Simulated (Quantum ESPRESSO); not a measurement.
pw.x input (Quantum ESPRESSO 7.5; LDA, PseudoDojo standard norm-conserving files, scalar-relativistic):

```
&CONTROL
  calculation = 'scf'
  pseudo_dir = './pseudo'
  outdir = './out'
  tprnfor = .true.
  tstress = .true.
/
&SYSTEM
  ibrav = 0
  nat = 9
  ntyp = 3
  ecutwfc = 84.0
  ecutrho = 336.0
  occupations = 'smearing'
  smearing = 'fd'
  degauss = 0.002
  nbnd = 22
/
&ELECTRONS
  conv_thr = 9e-10
/
ATOMIC_SPECIES
H 1.0080 H.upf
Mg 24.3050 Mg.upf
Sr 87.6200 Sr.upf
CELL_PARAMETERS angstrom
  5.475439941000   0.000000000000   0.000000000000
 -2.737719970000   4.741870086000   0.000000000000
  0.000000000000   0.000000000000   4.188470000000
ATOMIC_POSITIONS crystal
H   0.823460000000   0.646920000000   0.765250000000
H   0.176540000000   0.353080000000   0.234750000000
H   0.353080000000   0.176540000000   0.765250000000
H   0.646920000000   0.823460000000   0.234750000000
H   0.823460000000   0.176540000000   0.765250000000
H   0.176540000000   0.823460000000   0.234750000000
Mg   0.000000000000   0.000000000000   0.000000000000
Sr   0.666666667000   0.333333333000   0.263530000000
Sr   0.333333333000   0.666666667000   0.736470000000
K_POINTS automatic
6 6 6 0 0 0
```

End of the output:

```
     total energy              =    -262.86026942 Ry
     estimated scf accuracy    <       0.00000004 Ry
     total energy              =    -262.86026944 Ry
     estimated scf accuracy    <          7.3E-09 Ry
[...]
     the Fermi energy is     6.0655 ev
!    total energy              =    -262.86026945 Ry
     estimated scf accuracy    <          1.9E-11 Ry
     smearing contrib. (-TS)   =      -0.00000000 Ry
     internal energy E=F+TS    =    -262.86026945 Ry
     The total energy is F=E-TS. E is the sum of the following terms:
     one-electron contribution =    -126.63529958 Ry
     hartree contribution      =      67.88029871 Ry
     xc contribution           =     -52.93977127 Ry
     ewald contribution        =    -151.16549731 Ry
     convergence has been achieved in   8 iterations
     Forces acting on atoms (cartesian axes, Ry/au):
     atom    1 type  1   force =     0.00000000   -0.00390345   -0.00123477
     atom    2 type  1   force =     0.00000000    0.00390345    0.00123477
     atom    3 type  1   force =     0.00338049    0.00195172   -0.00123477
     atom    4 type  1   force =    -0.00338049   -0.00195172    0.00123477
     atom    5 type  1   force =    -0.00338049    0.00195172   -0.00123477
     atom    6 type  1   force =     0.00338049   -0.00195172    0.00123477
     atom    7 type  2   force =     0.00000000   -0.00000000    0.00000000
     atom    8 type  3   force =     0.00000000    0.00000000   -0.00230327
     atom    9 type  3   force =     0.00000000    0.00000000    0.00230327
     Total force =     0.010544     Total SCF correction =     0.000002
     Computing stress (Cartesian axis) and pressure
          total   stress  (Ry/bohr**3)                   (kbar)     P=      -32.02
  -0.00022157   0.00000000   0.00000000          -32.59        0.00        0.00
   0.00000000  -0.00022157   0.00000000            0.00      -32.59        0.00
   0.00000000   0.00000000  -0.00020988            0.00        0.00      -30.87
```
In a gapped system the printed Fermi energy is only some level inside the gap.

Geometry of the Materials Project entry, not relaxed at this level.
